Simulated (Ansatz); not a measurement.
Input for Ansatz (plane-wave DFT, PAW):

```yaml
crystal:
  lattice:
    - [3.0556952951, 0.0, 0.0]
    - [0.0, 3.0556952951, 0.0]
    - [0.0, 0.0, 3.0556952951]
  atoms:
    - { symbol: Mg, position: [0.0, 0.0, 0.0] }
    - { symbol: Pd, position: [0.5, 0.5, 0.5] }
basis:
  ecutwfc: 500
kpoints:
  mp_grid: { grid: [14, 14, 14] }
hamiltonian:
  xc: r2scan
scf:
  occupations: { method: gaussian, width: 0.1 }
output:
  forces: true
  stress: true
  eigenvalues: true
```

Launched with
```bash
ansatz run input.yaml --threads 1 --pin off --max-ram 2560MiB --backend cpu --events-out ev --progress --plain --runs-dir out
```

All numbers below come from Ansatz, DFT r2SCAN, scalar-relativistic, plane waves, PAW.

Part of what the program printed, abridged (final results; tables in files aren't shown):

```
SCF 1 converged in 7 iterations: F = -8913.498653 eV  dr2 = 7.38e-9
SCF converged after 7 iterations
Free energy (F): -8913.498653 eV
Harris-Foulkes:  -8913.498653 eV  (|F-HF|=5.07e-10)
Internal energy: -8913.496827 eV  (E = F + TS)
E sigma→0 (E₀):  -8913.497740 eV
Entropy (-TS):   -0.001826 eV (-0.913 meV/atom)
Fermi energy:    15.507807 eV
--- Per-component energies (eV) ---
  E_band       = -512.079578
  E_kinetic    = 595.964193
  E_local      = -3323.179987  (includes V_loc(G=0)·N_el)
  E_nonlocal   = 312.136964
  E_hartree    = 1274.442587
  E_xc         = -189.985126
  E_vxc        = -276.835315  (∫ρ·V_xc dr)
  E_paw        = -4067.630806  (= ΣΔE_a)
  E_vpaw       = -389.747397  (= ΣTr[D̂ρ^β])
  E_aug_tail   = 0.000109  (compensation charges beyond the density's cutoff)
  E_vtau       = 20.692013  (kinetic-family band-sum trace: ∫τ·v_τ [+ j·A + Jᵃ·Aᵃ] dr)
  E_ewald      = -3514.766467
  E_core_change = -0.478295  (= ΣΔE_core)
  E_smearing   = -0.001826  (= −TS)
--- Forces (eV/Å), atoms counted from 1 ---
  atom   1  Mg     0.00000000     0.00000000     0.00000000
  atom   2  Pd     0.00000000     0.00000000     0.00000000
--- Stress (GPa, compression-positive) ---
       12.191725       0.000000       0.000000
        0.000000      12.191725       0.000000
        0.000000       0.000000      12.191725
  P = ⅓ Tr σ = 12.1917 GPa (121.917 kbar)
--- Band table (eV; the first three rows and the last of 120) ---
  k-point 0: bands = ["-71.7395", "-62.4288", "-36.6173", "-36.6173", "-36.6173", "-27.5254", "-27.5254", "-27.5254", "6.8527", "10.5926", "10.5926", "13.0064", "13.0064", "13.0064", "23.4749", "23.4749", "23.4749", "26.1846"]
  k-point 1: bands = ["-71.7393", "-62.4287", "-36.6212", "-36.6169", "-36.6169", "-27.5272", "-27.5254", "-27.5254", "6.9496", "10.6138", "10.6375", "12.9543", "12.9543", "13.0123", "22.6064", "23.6062", "23.6062", "26.0932"]
  k-point 2: bands = ["-71.7386", "-62.4284", "-36.6320", "-36.6159", "-36.6159", "-27.5320", "-27.5253", "-27.5253", "7.2343", "10.6737", "10.7660", "12.8128", "12.8128", "13.0286", "21.0538", "23.9818", "23.9818", "25.8376"]
  k-point 119: bands = ["-71.7249", "-62.4231", "-36.6798", "-36.6798", "-36.6798", "-27.5535", "-27.5535", "-27.5535", "10.4126", "10.4126", "10.4126", "13.9669", "13.9669", "19.0976", "19.0976", "19.0976", "23.4363", "23.6033"]
```

The run converged.

It took 7.6 s on 1 thread of Arm Neoverse V1, on a shared host, peak memory 0.39 GiB.